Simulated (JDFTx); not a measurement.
Cu(100) slab cut from bulk Cu (space group Fm-3m, indices of the conventional cell, lattice of the Materials Project entry mp-30, not re-optimised): 5 atoms in 5 planes, a 1x1 cell of 6.40 Å² (|a| = 2.530, |b| = 2.530 Å), 7.2 Å between the outermost planes, cell height 31.2 Å, 8×8×1 k mesh, Fermi smearing 0.01 Ha, no spin polarisation.

Level of theory: PBE, GBRV ultrasoft potentials, plane waves to 20/100 Ha; code: a modified build of JDFTx. Unrelaxed slab in linear PCM (GLSSA13), water, with a linear (Debye) 1:1 salt. C is the mean capacitance on the negative side of zero charge, good to about 1.5 %; C_d = ε₀ε/λ is the diffuse-layer value.

```csv
salt,λ (Å),1000/C_d (cm²/μF),1000/C (cm²/μF)
0.1 M,9.61,13.85,73.7
0.3 M,5.55,7.99,67.3
1 M,3.04,4.38,withheld
3 M,1.75,2.53,62.0
```

Task: Fit the Parsons-Zobel line 1000/C = m·(1000/C_d) + q to the other rows by least squares, predict the withheld value, and compare with the run.

Result: The fit gives m = 1.03, q (cm²/μF) = 59.3, with a root-mean-square miss of 0.16 cm²/μF on its own rows. It predicts 63.8 cm²/μF; the run gives 65.4 cm²/μF, a miss of 1.6 cm²/μF.

Two capacitors in series would give m = 1; the intercept corresponds to an inner capacitance of 16.9 μF/cm².
